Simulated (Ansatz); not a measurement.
## Structures of Cd$_{2}$Ru: which is lowest?

Plane-wave DFT in Ansatz with scalar-relativistic PAW potentials, cutoff 420 eV, Γ-centred meshes chosen by cell and gap, Gaussian smearing with energies taken to zero width. Every cell was relaxed (cell and atoms) in a run of its own, within the symmetry of its start. Functional: PBE.

Relaxed structures (starts from databases or built by putting these elements on another compound's sites):
A. P6/mmm, 3 atoms in the computed cell, a = 4.702 Å, c = 2.820 Å; sites (symmetry × multiplicity) Cd -6m2 × 2, Ru 6/mmm × 1; start: built
B. I4/mmm, 3 atoms in the computed cell, a = 3.098 Å, c = 11.552 Å; sites (symmetry × multiplicity) Cd 4mm × 4, Ru 4/mmm × 2; start: built

Q: Rank them by energy. Could pressure change the order?

A:
```tsv
structure	group	E − E(lowest) (meV/atom)	V (Å³/atom)	gap on mesh (eV)
B	I4/mmm	0.0	18.48	0.00
A	P6/mmm	51	18.00	0.00
```

B is lowest, 51 meV/atom under A. The two lowest differ in volume by under 3 %, too little for a first-order estimate of what pressure does to that pair (other pairs aren't weighed here); with rigid cells even 3 % in favour of the higher one would need about 15 GPa. Other structures may lie lower than all of these, and vibrations aren't counted.